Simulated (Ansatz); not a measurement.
## Calculated ¹⁷O nuclear quadrupole resonance for CsMgPH₁₂O₁₀

Cell: a Materials Project structure (computed, not necessarily an observed phase), atoms as given.

```cif
data_CsMgPH12O10
_symmetry_space_group_name_H-M 'F-43m'
_symmetry_Int_Tables_number 216
_cell_length_a 10.1355
_cell_length_b 10.1355
_cell_length_c 10.1355
_cell_angle_alpha 90.000
_cell_angle_beta 90.000
_cell_angle_gamma 90.000
loop_
_atom_site_label
_atom_site_type_symbol
_atom_site_symmetry_multiplicity
_atom_site_Wyckoff_symbol
_atom_site_fract_x
_atom_site_fract_y
_atom_site_fract_z
Cs Cs 4 c 0.7500 0.2500 0.7500
Mg Mg 4 a 0.0000 0.0000 0.0000
H H 48 h 0.2609 0.5582 0.4418
P P 4 d 0.2500 0.7500 0.2500
O16 O 24 f 0.2055 0.5000 0.5000
O17 O 16 e 0.3391 0.6609 0.3391
```

One atom of each set is listed; the run and its k-mesh use a cell of 25 atoms with edges of 7.17, 7.17, 7.17 Å.

Method: Kohn–Sham DFT in Ansatz, PBE, plane waves and PAW, scalar-relativistic, 420 eV cutoff, Γ-centred 4×4×4 k-points, Fermi–Dirac smearing 0.02 eV.

¹⁷O: I = 5/2, Q = -25.58 mb (year-2017 value). Static lattice, zero field.

Task: Predict the zero-field ¹⁷O lines of each site.

Result: For I = 5/2 and η = 0 the lines are 3|C_Q|/20 and twice that; η pulls their ratio below 2. At large η the states mix, and weaker lines appear at sums of the main ones; lines under 5 % of the strongest are left out.

| site | atoms | V_zz (10²¹ V/m²) | C_Q (MHz) | η | line frequencies (MHz) |
| --- | --- | --- | --- | --- | --- |
| O16 | 6 | -12.61 | 7.80 | 0.81 | 1.82, 2.13, 3.94 |
| O17 | 4 | 8.75 | -5.41 | 0.00 | 0.812, 1.62 |

An axis of threefold or higher order runs through O17, so V_zz lies along it and η is zero.
